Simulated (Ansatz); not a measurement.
CuGe2N3:
```cif
data_Cu2Ge4N6
_chemical_formula_sum 'Cu2 Ge4 N6'
_space_group_name_H-M_alt 'P 1'
_space_group_IT_number 1
_cell_length_a 5.46219
_cell_length_b 5.46219
_cell_length_c 5.17477
_cell_angle_alpha 90.000
_cell_angle_beta 90.000
_cell_angle_gamma 59.869
loop_
_space_group_symop_operation_xyz
  'x, y, z'
loop_
_atom_site_label
_atom_site_type_symbol
_atom_site_fract_x
_atom_site_fract_y
_atom_site_fract_z
_atom_site_occupancy
Cu1 Cu 0.67054 0.32946 0.99639 1
Cu2 Cu 0.32946 0.67054 0.49639 1
Ge1 Ge 0.33201 0.99520 0.00815 1
Ge2 Ge 0.66799 0.00480 0.50815 1
Ge3 Ge 0.00480 0.66799 0.00815 1
Ge4 Ge 0.99520 0.33201 0.50815 1
N1 N 0.33383 0.03198 0.64423 1
N2 N 0.66617 0.96802 0.14423 1
N3 N 0.96802 0.66617 0.64423 1
N4 N 0.03198 0.33383 0.14423 1
N5 N 0.68737 0.31263 0.61086 1
N6 N 0.31263 0.68737 0.11086 1
```

Relaxed with PBEsol.

Task: Which orbitals make up the states near the Fermi level in DFT-PBEsol in the program Ansatz with PAW potentials?

Result: Within 0.5 eV of the Fermi level: Cu 3d 67 %, N 2p 24 %. Projections are on Löwdin-orthogonalised atomic valence shells; empty p or d shells of many metals are not among them.

Task: Tabulate the density of states.

Result: States/eV per cell of 12 atoms, in 0.25 eV bins, energy from the Fermi level.

```
E (eV)  total   N 2p  Cu 3d  Ge 4p
------  -----  -----  -----  -----
-7.85    3.68   2.12   0.08   1.03
-7.60    3.50   2.04   0.09   0.98
-7.35    3.35   1.99   0.09   0.90
-7.10    3.40   2.08   0.09   0.92
-6.85    4.60   2.85   0.14   1.12
-6.60    4.40   2.77   0.15   1.01
-6.35    4.76   3.09   0.16   1.09
-6.10    4.20   2.80   0.15   0.98
-5.85    5.55   3.77   0.22   1.12
-5.60    6.76   4.67   0.30   1.26
-5.35    6.76   4.78   0.33   1.12
-5.10    8.55   6.23   0.45   1.13
-4.85    6.28   4.58   0.45   0.68
-4.60    3.75   2.73   0.42   0.29
-4.35    8.99   6.66   1.23   0.52
-4.10    9.29   6.87   1.46   0.39
-3.85   14.44  10.66   2.79   0.45
-3.60   12.84   9.28   3.04   0.21
-3.35    0.00   0.00   0.00   0.00
-3.10    0.00   0.00   0.00   0.00
-2.85    0.00   0.00   0.00   0.00
-2.60    0.00   0.00   0.00   0.00
-2.35    0.00   0.00   0.00   0.00
-2.10    0.00   0.00   0.00   0.00
-1.85    0.00   0.00   0.00   0.00
-1.60   17.06   0.40  16.09   0.26
-1.35   15.84   0.65  14.61   0.29
-1.10   14.95   1.81  11.92   0.48
-0.85   14.51   2.37  11.01   0.35
-0.60    3.73   0.73   2.60   0.14
-0.35    8.66   1.99   5.84   0.30
-0.10    5.26   1.33   3.51   0.11
0.15     0.03   0.00   0.00   0.00
0.40     0.08   0.02   0.01   0.00
0.65     0.14   0.03   0.01   0.00
0.90     0.22   0.05   0.01   0.01
1.15     0.32   0.08   0.01   0.02
1.40     0.48   0.13   0.01   0.03
1.65     0.75   0.19   0.01   0.08
1.90     1.95   0.42   0.03   0.40
2.15     3.92   0.72   0.13   1.09
2.40     4.61   0.81   0.14   1.36
2.65     3.33   0.65   0.08   0.91
2.90     4.98   1.07   0.12   1.32
3.15     3.80   0.82   0.09   1.10
3.40     4.34   0.90   0.13   1.46
3.65     3.83   0.76   0.10   1.37
3.90     6.17   1.25   0.15   2.31
4.15     4.21   0.92   0.09   1.56
4.40     4.37   1.06   0.08   1.48
4.65     4.61   1.15   0.07   1.65
```

Space group Cmc2_1. The first step of the workflow began from a Materials Project structure, measured or hypothetical; the Crystallography Open Database copy checked does not list it. Its standing as an ambient phase is unchecked. Symmetry was held in the PBEsol relaxation; its stability against distortions is not shown here. No spin polarisation was allowed. Scalar-relativistic: spin–orbit coupling is off unless named, which matters more the heavier the elements.

Potentials: the later of the program's two PAW sets.
